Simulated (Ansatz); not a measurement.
Given:

ZrC:
```xyz
2
Lattice="0.0000 2.3207 2.3207 2.3207 0.0000 2.3207 2.3207 2.3207 0.0000" Properties=species:S:1:pos:R:3 pbc="T T T"
Zr     0.0000     0.0000     0.0000
C      2.3207     2.3207     2.3207
```

This is the LDA-relaxed structure.

**Question.** All from plane-wave PAW LDA (Ansatz code), unless another level is named. Estimate the electronic character.

**Answer.** metallic (no gap).

**Question.** What about the density of states at the Fermi level?

**Answer.** 0.13 states/eV per atom (mean over ±0.08 eV).

**Question.** What about the formation energy from the elements (no fitted shifts)?

**Answer.** -0.92 eV/atom.

Space group Fm-3m (rock salt). Symmetry was held in the LDA relaxation; of distortions, only those at the zone centre were tested. No spin polarisation was allowed. The references are the lowest solids computed at this level, not always the standard phases. Scalar-relativistic: spin–orbit coupling is off unless named, which matters more the heavier the elements.

Potentials: the later of the program's two PAW sets.
